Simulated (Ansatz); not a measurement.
AlIr:
```
AlIr
1.0
    0.00000     2.52474     2.52474
    2.52474     0.00000     2.52474
    2.52474     2.52474     0.00000
Ir Al
1 1
Cartesian
  0.00000   0.00000   0.00000
  2.52474   2.52474   2.52474
```

Relaxed with PBE. Special points in fractions of this cell's reciprocal vectors: Γ (0.000, 0.000, 0.000); X (0.500, 0.000, 0.500); U (0.625, 0.250, 0.625); K (0.375, 0.375, 0.750); L (0.500, 0.500, 0.500); W (0.500, 0.250, 0.750).

List the band energies nearest the Fermi level at these points for PBE in the plane-wave PAW code Ansatz.

In eV from the Fermi level; about four levels below and three above (degenerate sets whole), none deeper than 8.9 eV; … stands for higher levels left out; points with the same levels are listed once.

```csv
k,below,above
Γ,-2.36 -2.36 -2.36 -2.11 -2.11,…
X,-2.54 -1.37 -0.27 -0.27,0.45 …
U,-3.04 -2.24 -0.79 -0.55,1.03 1.86 …
L,-3.19 -3.19 -0.70 -0.70,0.33 7.23 …
W,-3.36 -3.36 -3.05 -0.27 -0.24,1.30 1.30 …
```

Space group Fm-3m (rock salt). The start of the workflow was typed in or built on a structure type; neither database checked (COD, Materials Project) lists it. Whether it is the stable phase at ambient conditions was not checked. The PBE relaxation kept the symmetry of its start; whether a distortion lowers the energy is not shown. No spin polarisation was allowed. Scalar-relativistic: spin–orbit coupling is off unless named, which matters more the heavier the elements.

Potentials: the earlier of the program's two PAW sets.
